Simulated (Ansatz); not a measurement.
One starting cell of C (a generated cell, C placed in the lonsdaleite structure type) was relaxed twice with Ansatz (plane waves, PAW, scalar-relativistic): with r2SCAN at 500 eV and with PBE at 420 eV. The r2SCAN result:

```cif
data_C4
_chemical_formula_sum 'C4'
_space_group_name_H-M_alt 'P63/mmc'
_space_group_IT_number 194
_space_group_name_Hall '-P 6c 2c'
_cell_length_a 2.50317
_cell_length_b 2.50317
_cell_length_c 4.16886
_cell_angle_alpha 90.000
_cell_angle_beta 90.000
_cell_angle_gamma 120.000
loop_
_atom_site_label
_atom_site_type_symbol
_atom_site_symmetry_multiplicity
_atom_site_Wyckoff_symbol
_atom_site_fract_x
_atom_site_fract_y
_atom_site_fract_z
_atom_site_occupancy
C1 C 4 f 0.33333 0.66667 0.06273 1
```

| quantity | r2SCAN | PBE |
|---|---|---|
| space group | P6₃/mmc | P6₃/mmc |
| volume (Å³/atom) | 5.66 | 5.71 |
| a (Å) | 2.503 | 2.512 |
| c (Å) | 4.169 | 4.180 |
| gap (eV, no spin-orbit coupling) | 3.60 | 3.36 |

Both levels end in the same structure; PBE's volume is 0.9 % larger; its gap is 0.24 eV smaller. Neither column is exact.

No spin polarisation in the result.

The run could not lose the symmetry of its start; a randomly shaken copy of 8 atoms returns to this structure.

Ansatz is an electronic-structure program.
